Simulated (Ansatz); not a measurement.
# Property card for Si

Si:
```cif
data_Si136
_chemical_formula_sum 'Si136'
_space_group_name_H-M_alt 'Fd-3m :1'
_space_group_IT_number 227
_space_group_name_Hall 'F 4d 2 3 -1d'
_cell_length_a 14.62379
_cell_length_b 14.62379
_cell_length_c 14.62379
_cell_angle_alpha 90.000
_cell_angle_beta 90.000
_cell_angle_gamma 90.000
loop_
_atom_site_label
_atom_site_type_symbol
_atom_site_symmetry_multiplicity
_atom_site_Wyckoff_symbol
_atom_site_fract_x
_atom_site_fract_y
_atom_site_fract_z
_atom_site_occupancy
Si1 Si 8 a 0.00000 0.00000 0.00000 1
Si2 Si 32 e 0.35864 0.35864 0.35864 1
Si3 Si 96 g 0.05849 0.05849 0.25283 1
```
(The calculation used a cell of 34 atoms; values per cell refer to that cell.)

Space group Fd-3m (No. 227); conventional cell a = 14.624 Å, b = 14.624 Å, c = 14.624 Å, α = 90.00°, β = 90.00°, γ = 90.00°.

Method: plane-wave PAW PBEsol (Ansatz code). Geometry: relaxed at this level of theory. Other levels are named where they apply.

**Cell and energy**

| Property | Value |
|---|---|
| Volume per atom | 23.00 Å³ |
| Density | 2.03 g/cm³ |

**Electronic structure**

| Quantity | Result |
|---|---|
| Band gap | 0.43 eV (indirect) |
| Valence-band maximum | at Γ |
| Conduction-band minimum | on the Γ–X line, 95 % of the way from Γ (6 equivalent valleys) |
| Smallest direct gap on the standard path | 0.75 eV |
| Electron effective mass | 0.21, 0.27, 0.27 mₑ (principal values) |
| Hole effective mass, band 1 of 3 at the edge | 2.3 along [100], 0.50 along [110], 0.40 along [111] (mₑ) |
| Hole effective mass, band 2 of 3 at the edge | 0.21 along [100], 0.21 along [110], 0.27 along [111] (mₑ) |
| Hole effective mass, band 3 of 3 at the edge | 0.21 along [100], 0.32 along [110], 0.27 along [111] (mₑ) |
| HSE06 gap on the PBEsol cell | 1.03 eV |

**Mechanics**

| Property | Result |
|---|---|
| Bulk modulus (Birch–Murnaghan fit) | 65.6 GPa |
| Pressure derivative B′ | 4.3 |
| Elastic constants (relaxed ions, GPa) | C11 = 107, C12 = 45.3, C44 = 40.6 |
| Mechanical stability | stable (all eigenvalues of C positive) |
| Hill bulk and shear moduli | 65.8 and 36.3 GPa |
| Young's modulus | 92.0 GPa |
| Poisson's ratio | 0.27 |
| Debye temperature from the elastic constants | 493 K |

The workflow started from a Materials Project entry (that database holds measured and hypothetical structures alike). Its sites differ from those of the usual phase in this space group: another stacking or structure type. The PBEsol relaxation kept the symmetry of its start; its stability against distortions is not shown here.

Potentials: the earlier of the program's two PAW sets. The files were generated under PBE; for other functionals the program regenerates the frozen cores, and for LDA and PBEsol the local potential too.
